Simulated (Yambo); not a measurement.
G0W0@LDA for TiO2 (space group Pnma, No. 62) in Yambo (2×4×1 mesh, 7 Ry block, plasmon pole, screening fixed), without a terminator:

```tsv
bands N in G	gap (0, 0.25, 0) → Γ (eV)	shift of the valence edge (eV)
126	5.046	0.156
204	5.070	-0.107
308	5.043	-0.248
```

Q: Extrapolate both columns to infinite N with E(N) = E∞ + A/N, test the form, and compare with the terminator.

A: From two points, E∞ = (N2 E2 − N1 E1)/(N2 − N1). The two largest N give 4.99 eV for the gap and -0.52 eV for the shift; the two smallest give 5.11 eV and -0.53 eV. For the gap the slopes A are -7.9 and 16 eV: the form isn't reached, and its limit is uncertain. For the shift the slopes A are 87 and 85 eV: the 1/N form holds. With the Bruneval-Gonze terminator and 308 bands the run gives 4.92 eV and -0.44 eV, 0.07 eV and 0.08 eV from the extrapolated values: the terminator too is an estimate of the remainder. Block, mesh and the bands in W are held fixed.

Geometry of the Materials Project entry, not relaxed at this level; primitive cell a = 5.9868 Å, b = 3.7730 Å, c = 9.0732 Å, α = β = γ = 90.00°.

This is not the ordinary phase of the substance.

A shift is the quasiparticle energy of the state minus its LDA energy.
